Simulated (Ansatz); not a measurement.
VN (rock salt)

```
CELL_PARAMETERS angstrom
      0.00000     2.05840     2.05840
      2.05840     0.00000     2.05840
      2.05840     2.05840     0.00000
ATOMIC_POSITIONS crystal
  N  0.00000 0.00000 0.00000
  V  0.50000 0.50000 0.50000
```

The slice is a {110} plane (indices of the conventional cell) through the point (0.000, 0.000, 0.000) (fractional), spanned by u = [100] and v = [1 -1 -1] in vectors of this cell: u (2.91 Å) and v (4.12 Å, at 90° to u). It covers one period; positions are fractions (u, v).

Calculation: PBE (plane waves to 420 eV, PAW, scalar-relativistic; Ansatz, a first-principles code). k mesh 19×19×19. Inside the PAW spheres the values are not all-electron values, and peaks at nuclei hang on which shells count as valence. VN is run without spin polarisation. VN was relaxed with its symmetry unable to fall.

Three fields on this plane, each scaled to ten steps between its own extremes (0 low, 9 high; the total valence density on a logarithmic scale, the potential cut 8 eV below its top; x marks points blanked near nuclei; v = 0 in the bottom row):

Map A
```
|xxxxxxx7321237xxxxxx|
|xxxxxx963111369xxxxx|
|xxxxxx852111258xxxxx|
|xxxxx97421012479xxxx|
|xxxx9752100012579xxx|
|xx76542100000124567x|
|11111110000000111111|
|xx00000000000000000x|
|xxxx0000000000000xxx|
|xxxxx10000000001xxxx|
|xxxxxx000010000xxxxx|
|xxxxxx100111001xxxxx|
|xxxxxxx0011100xxxxxx|
|xxxxxxx0011100xxxxxx|
|xxxxxxx0011100xxxxxx|
|xxxxxx100111001xxxxx|
|xxxxxx000010000xxxxx|
|xxxxx10000000001xxxx|
|xxxx0000000000000xxx|
|xx00000000000000000x|
|11111110000000111111|
|xx76542100000124567x|
|xxxx9752100012579xxx|
|xxxxx97421012479xxxx|
|xxxxxx852111258xxxxx|
|xxxxxx963111369xxxxx|
|xxxxxxx7321237xxxxxx|
|xxxxxxx7421247xxxxxx|
```

Map B
```
|xxxxxxx7877787xxxxxx|
|xxxxxx788888887xxxxx|
|xxxxxx888888887xxxxx|
|xxxxx78999999987xxxx|
|xxxx7899999999986xxx|
|xx35688999999988653x|
|00134678999998764310|
|xx00146799999764100x|
|xxxx0046899986400xxx|
|xxxxx00478987500xxxx|
|xxxxxx036888630xxxxx|
|xxxxxx015787510xxxxx|
|xxxxxxx0477740xxxxxx|
|xxxxxxx0467640xxxxxx|
|xxxxxxx0477740xxxxxx|
|xxxxxx015787510xxxxx|
|xxxxxx036888630xxxxx|
|xxxxx00578987400xxxx|
|xxxx0046899986400xxx|
|xx00146799999764100x|
|00134678999998764310|
|xx35688999999988653x|
|xxxx6899999999987xxx|
|xxxxx78999999987xxxx|
|xxxxxx788888888xxxxx|
|xxxxxx788888887xxxxx|
|xxxxxxx7877787xxxxxx|
|xxxxxxx7877787xxxxxx|
```

Map C
```
|xxxxxxx7533357xxxxxx|
|xxxxxx964323469xxxxx|
|xxxxxx853222358xxxxx|
|xxxxx86421112468xxxx|
|xxxx9753110113579xxx|
|xx98753210001235789x|
|99875421000001245789|
|xx98642100000124689x|
|xxxx8532100012358xxx|
|xxxxx85321112358xxxx|
|xxxxxx742222247xxxxx|
|xxxxxx953323359xxxxx|
|xxxxxxx6433346xxxxxx|
|xxxxxxx6433346xxxxxx|
|xxxxxxx6433346xxxxxx|
|xxxxxx953323359xxxxx|
|xxxxxx742222247xxxxx|
|xxxxx85321112358xxxx|
|xxxx8532100012358xxx|
|xx98642100000124689x|
|99875421000001245789|
|xx98753210001235789x|
|xxxx9753110113579xxx|
|xxxxx86421112468xxxx|
|xxxxxx853222358xxxxx|
|xxxxxx964323469xxxxx|
|xxxxxxx7533357xxxxxx|
|xxxxxxx7543457xxxxxx|
```

Q: Assign the maps to these fields: electron localisation function (ELF); valence electron density; electrostatic potential energy of an electron, from the cell's mean.

A: A is the electron localisation function (ELF); B is the electrostatic potential energy of an electron, from the cell's mean; C is the valence electron density.
